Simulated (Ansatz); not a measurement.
**Compressing VPt3: a fit and a missing row**

VPt3, Pm-3m, a = 3.899 Å. The structure is a COD entry; whether it is the stable form wasn't checked. Ansatz: r2SCAN, PAW, 500 eV, Γ-centred 12×12×12 mesh on 4 atoms, Gaussian smearing 0.10 eV; collinear spin, largest moment 1.7 μB. Symmetry fixes shape and atoms, so the cell is only scaled; pressure is positive in compression.

| V (Å³/atom) | P (GPa) |
| --- | --- |
| 13.930 | ? |
| 14.375 | 8.21 |
| 14.820 | 0.01 |
| 15.264 | -6.83 |
| 15.709 | -12.51 |

Q: Take V0 = 14.820 Å³/atom, count pressures from its P0 = 0.01 GPa, fit the third-order Birch–Murnaghan form to the other rows, and predict the missing pressure.

A: With the Eulerian strain f = ½[(V0/V)^(2/3) − 1] and y = (P − P0)/[3f(1 + 2f)^(5/2)], the form is the line y = B0 + 1.5 B0 (B0′ − 4) f. Rows (f, y): 0.01027, 253.0; -0.00974, 245.9; -0.01905, 241.4. Means f = -0.006173, y = 246.77; Σ(Δf)² = 0.0004489, ΣΔfΔy = 0.1747; the slope is their ratio. y = 249.2 + 389.1 f GPa, so B0 = 249.2 GPa and B0′ = 4 + 2 × (389.1)/(3 × 249.2) = 5.04. At V = 13.930, f = 0.02108, y = 257.40 and P = 18.06 GPa. The run gave 18.07 GPa, so the fit is 0.01 GPa too low, within the rms miss on the fitted rows (0.01 GPa). The form still works here, 33 % of the fitted range beyond its end.

The state reached may not be the lowest one. Spin–orbit coupling is left out, which can shift energies with elements as heavy as these.